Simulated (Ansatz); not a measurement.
Theory: DFT PBE, scalar-relativistic, plane waves, PAW in Ansatz. Settings: cutoff 420 eV, Γ-centred meshes spaced at most about 0.3 Å⁻¹, and about 0.25 Å⁻¹ or finer for metals (2π included), Gaussian smearing. Collinear spin in cells that started with moments and kept them past the coarse steps, no spin elsewhere.

Temperature and zero-point effects are left out.

Two forms of Sc3Te were relaxed alike.

A. (site moments Sc 0.1 (×2), 0.3 μB)

Space group Fm-3m (No. 225). a = 7.143 Å, b = 7.143 Å, c = 7.143 Å, α = 90.00°, β = 90.00°, γ = 90.00°
```json
{"atom": "Sc", "site": "8c", "symmetry": "-43m", "x": "0.2500", "y": "0.7500", "z": "0.7500"}
{"atom": "Sc", "site": "4b", "symmetry": "m-3m", "x": "0.5000", "y": "0.0000", "z": "0.0000"}
{"atom": "Te", "site": "4a", "symmetry": "m-3m", "x": "0.0000", "y": "0.0000", "z": "0.0000"}
```

B. (no spin)

Space group P-6m2 (No. 187). a = 3.443 Å, b = 3.443 Å, c = 10.665 Å, α = 90.00°, β = 90.00°, γ = 120.00°
| atom | site | symmetry | x | y | z |
| --- | --- | --- | --- | --- | --- |
| Sc | 2i | 3m. | 0.6667 | 0.3333 | 0.2323 |
| Sc | 1c | -6m2 | 0.3333 | 0.6667 | 0.0000 |
| Te | 1f | -6m2 | 0.6667 | 0.3333 | 0.5000 |

Question: Which is lower in energy, and by how much?

Answer: A is lower, by 191 meV/atom. A has the BiF3 (D0_3) type, space group Fm-3m (No. 225), 22.8 Å³/atom and no gap on its mesh; B has space group P-6m2 (No. 187), 27.4 Å³/atom and no gap. Counting Sc atoms around Te (those within 1.25 times the shortest such distance or 1.15 times the sum of covalent radii; a plus sign parts nearer from farther groups), A has Te 8+6 and B has Te 2. Their magnetic states differ too, which can make part of the margin. The denser one is the lower, and pressure would at first widen the difference. In A, around Sc on a site of symmetry -43m lie 4 Sc at 3.09 Å, 4 Te at 3.09 Å and 6 Sc at 3.57 Å; Sc on a site of symmetry m-3m is surrounded by 8 Sc at 3.09 Å and 6 Te at 3.57 Å; around Te lie 8 Sc at 3.09 Å and 6 Sc at 3.57 Å. In B, Sc on a site of symmetry 3m has 1 Te at 2.86 Å, 3 Sc at 3.18 Å and 6 Sc at 3.44 Å; around Sc on a site of symmetry -6m2 lie 6 Sc at 3.18 Å and 6 Sc at 3.44 Å; Te is surrounded by 2 Sc at 2.86 Å and 6 Te at 3.44 Å. Both come from invented guesses. A third cell relaxed alike, in P6_3/mmc (a Materials Project cell), lies 240 meV/atom below the lower of the two.

These runs have no spin–orbit coupling, which can matter for Te. A magnetic state wasn't ruled out in cells without spin, among them P-6m2. The magnetic state reached may not be the lowest. Cells relaxed within their symmetry can be saddle points; a later kick test found a lower structure for Sc3Te P-6m2.

Some candidate types were left out of the draw beforehand, so a known form may be missing.
